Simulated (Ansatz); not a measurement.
## Electric field gradients in Ti2TeSe

Computed with DFT PBEsol, scalar-relativistic, plane waves, PAW (Ansatz). Settings: 420 eV plane-wave cutoff, Γ-centred 15×15×6 mesh, Fermi-Dirac smearing of 0.15 eV. No spin polarisation.

The cell, relaxed at this level:
```yaml
crystal:
  lattice:
    - [3.52664, 0.00000, 0.00000]
    - [-1.76332, 3.05416, 0.00000]
    - [0.00000, 0.00000, 7.06001]
  atoms:
    - { symbol: Ti, position: [0.33333, 0.66667, 0.28314] }
    - { symbol: Ti, position: [0.66667, 0.33333, 0.71686] }
    - { symbol: Te, position: [0.00000, 0.00000, 0.00000] }
    - { symbol: Se, position: [0.00000, 0.00000, 0.50000] }
```

The cell was built by swapping an element in a database structure (itself possibly hypothetical) and relaxing; it need not be the stable form of this composition. In a metal these results depend on the k mesh and the smearing. A semilocal functional can close a gap that the real compound has. Spin–orbit coupling is left out, which matters for gradients at heavy nuclei.

Give V_zz (10²¹ V/m²) and the asymmetry η at each distinct site.

Results:

```json
{"atom": "Ti (atom 1)", "V_zz": "-0.136", "η": "0.00"}
{"atom": "Te (atom 3)", "V_zz": "3.59", "η": "0.00"}
{"atom": "Se (atom 4)", "V_zz": "-0.712", "η": "0.00"}
```